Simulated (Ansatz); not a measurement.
YSiNO₂ in space group P4/mmm (No. 123; Y on 1b, Si on 1c, N on 1d, O on 2f) at seven volumes, DFT-r²SCAN in the program Ansatz with PAW potentials, shape and atoms relaxed at each. One row is withheld.

```json
[
 {"V (Å³/atom)": "8.615", "P (GPa)": "30.23"},
 {"V (Å³/atom)": "8.899", "P (GPa)": "18.55"},
 {"V (Å³/atom)": "9.183", "P (GPa)": "?"},
 {"V (Å³/atom)": "9.467", "P (GPa)": "0.01"},
 {"V (Å³/atom)": "9.751", "P (GPa)": "-7.31"},
 {"V (Å³/atom)": "10.035", "P (GPa)": "-13.58"},
 {"V (Å³/atom)": "10.319", "P (GPa)": "-18.93"}
]
```

### Question
Fit the shown pressures and predict the withheld one.

### Answer
Third-order Birch–Murnaghan: P = (3/2)B₀(x^(7/2) − x^(5/2))[1 + (3/4)(B′ − 4)(x − 1)] with x = (V₀/V)^(2/3). Least squares on the six rows gives V₀ = 9.467 Å³/atom, B₀ = 263.1 GPa, B′ = 4.18. At V = 9.183, x = 1.0205 and P = 8.54 GPa. The run itself gave 8.56 GPa.

The start of the workflow was typed in or built on a structure type; neither database checked (COD, Materials Project) lists it. COD files the formula under space group No. 15, 63. Whether it is the stable phase at ambient conditions was not checked. Symmetry was held in the r²SCAN relaxation; its stability against distortions is not shown here. No spin polarisation was allowed.

Potentials: the later of the program's two PAW sets.
